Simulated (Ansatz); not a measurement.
Ag:
```cif
data_Ag
_chemical_formula_sum 'Ag1'
_space_group_name_H-M_alt 'P 1'
_space_group_IT_number 1
_cell_length_a 2.86621
_cell_length_b 2.86621
_cell_length_c 2.86621
_cell_angle_alpha 60.000
_cell_angle_beta 60.000
_cell_angle_gamma 60.000
loop_
_space_group_symop_operation_xyz
  'x, y, z'
loop_
_atom_site_label
_atom_site_type_symbol
_atom_site_fract_x
_atom_site_fract_y
_atom_site_fract_z
_atom_site_occupancy
Ag1 Ag 0.00000 0.00000 0.00000 1
```

Relaxed with plane-wave PAW PBEsol (Ansatz code). Indices refer to the conventional cell of Fm-3m, a = b = c = 4.053 Å, α = β = γ = 90.00°.

Problem. Simulate the powder diffraction pattern (Cu Kα, λ = 1.54184 Å; lines above 1 %) up to 2θ = 90°.

Solution. Simulated powder pattern, Cu Kα, λ = 1.54184 Å (kinematic, ideal powder, no thermal factors, no anomalous dispersion; the 30 strongest lines at most, above 1 %, up to 2θ = 90°):

| 2θ (°) | d (Å) | I/Imax (%) | hkl |
|---|---|---|---|
| 38.47 | 2.340 | 100 | (111) |
| 44.71 | 2.027 | 48 | (200) |
| 65.09 | 1.433 | 30 | (220) |
| 78.22 | 1.222 | 34 | (311) |
| 82.42 | 1.170 | 10 | (222) |

The cell was relaxed with PBEsol under the symmetry of its start; phonons on a q-mesh show no instability. No spin polarisation was allowed.

Potentials: the earlier of the program's two PAW sets.
